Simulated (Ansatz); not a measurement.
GaAs:
Space group P4/mmm (No. 123); a = b = 2.6425 Å, c = 5.3563 Å, α = β = γ = 90.00°

```tsv
atom	site	symmetry	x	y	z
Ga	1b	4/mmm	0.0000	0.0000	0.5000
As	1a	4/mmm	0.0000	0.0000	0.0000
```

Relaxed with LDA.

Question: Which orbitals make up the states near the Fermi level in DFT-LDA in the program Ansatz with PAW potentials?

Answer: Within 0.5 eV of the Fermi level: As 4p 48 %, Ga 4p 36 %, Ga 4s 8 %, As 4s 5 %. Projections are on Löwdin-orthogonalised atomic valence shells; empty p or d shells of many metals are not among them.

Question: Tabulate the density of states.

Answer: States/eV per cell of 2 atoms, in 0.25 eV bins, energy from the Fermi level.

| E (eV) | total | As 4p | Ga 4p | Ga 4s |
|---|---|---|---|---|
| -7.85 | 0.40 | 0.06 | 0.09 | 0.16 |
| -7.60 | 0.39 | 0.05 | 0.09 | 0.15 |
| -7.35 | 0.38 | 0.05 | 0.10 | 0.15 |
| -7.10 | 0.38 | 0.05 | 0.10 | 0.15 |
| -6.85 | 0.31 | 0.05 | 0.10 | 0.14 |
| -6.60 | 0.31 | 0.05 | 0.10 | 0.14 |
| -6.35 | 0.43 | 0.14 | 0.12 | 0.15 |
| -6.10 | 0.64 | 0.30 | 0.14 | 0.16 |
| -5.85 | 0.61 | 0.28 | 0.15 | 0.14 |
| -5.60 | 0.69 | 0.33 | 0.15 | 0.17 |
| -5.35 | 0.68 | 0.34 | 0.14 | 0.16 |
| -5.10 | 0.69 | 0.36 | 0.14 | 0.16 |
| -4.85 | 0.73 | 0.40 | 0.14 | 0.16 |
| -4.60 | 0.75 | 0.41 | 0.14 | 0.16 |
| -4.35 | 0.76 | 0.43 | 0.14 | 0.15 |
| -4.10 | 0.81 | 0.48 | 0.14 | 0.14 |
| -3.85 | 0.80 | 0.48 | 0.14 | 0.13 |
| -3.60 | 0.86 | 0.56 | 0.14 | 0.11 |
| -3.35 | 0.82 | 0.54 | 0.14 | 0.09 |
| -3.10 | 0.76 | 0.47 | 0.16 | 0.09 |
| -2.85 | 0.91 | 0.54 | 0.22 | 0.09 |
| -2.60 | 0.86 | 0.47 | 0.25 | 0.07 |
| -2.35 | 0.85 | 0.44 | 0.29 | 0.06 |
| -2.10 | 0.91 | 0.48 | 0.30 | 0.07 |
| -1.85 | 0.92 | 0.48 | 0.31 | 0.07 |
| -1.60 | 0.93 | 0.49 | 0.31 | 0.07 |
| -1.35 | 0.91 | 0.48 | 0.30 | 0.07 |
| -1.10 | 0.95 | 0.50 | 0.32 | 0.07 |
| -0.85 | 0.86 | 0.44 | 0.30 | 0.07 |
| -0.60 | 0.81 | 0.40 | 0.28 | 0.06 |
| -0.35 | 0.79 | 0.40 | 0.27 | 0.06 |
| -0.10 | 0.85 | 0.43 | 0.29 | 0.07 |
| 0.15 | 0.81 | 0.39 | 0.28 | 0.07 |
| 0.40 | 0.79 | 0.33 | 0.32 | 0.07 |
| 0.65 | 0.82 | 0.32 | 0.34 | 0.08 |
| 0.90 | 0.82 | 0.34 | 0.33 | 0.08 |
| 1.15 | 0.88 | 0.36 | 0.36 | 0.09 |
| 1.40 | 0.90 | 0.34 | 0.38 | 0.10 |
| 1.65 | 0.89 | 0.33 | 0.37 | 0.10 |
| 1.90 | 0.89 | 0.35 | 0.36 | 0.09 |
| 2.15 | 0.78 | 0.33 | 0.31 | 0.07 |
| 2.40 | 0.71 | 0.31 | 0.27 | 0.05 |
| 2.65 | 0.66 | 0.28 | 0.26 | 0.05 |
| 2.90 | 0.62 | 0.26 | 0.24 | 0.05 |
| 3.15 | 0.59 | 0.24 | 0.22 | 0.05 |
| 3.40 | 0.65 | 0.25 | 0.23 | 0.05 |
| 3.65 | 0.77 | 0.26 | 0.25 | 0.05 |
| 3.90 | 0.88 | 0.29 | 0.27 | 0.07 |
| 4.15 | 0.94 | 0.28 | 0.31 | 0.09 |
| 4.40 | 0.98 | 0.28 | 0.32 | 0.09 |
| 4.65 | 1.01 | 0.29 | 0.31 | 0.09 |

The first step of the workflow began from a Materials Project structure, measured or hypothetical; the Crystallography Open Database copy checked does not list it. It is not the phase usual at ambient conditions (space group No. 216). Symmetry was held in the LDA relaxation; of distortions, only those at the zone centre were tested. Scalar-relativistic: spin–orbit coupling is off unless named, which matters more the heavier the elements.

Potentials: the later of the program's two PAW sets.
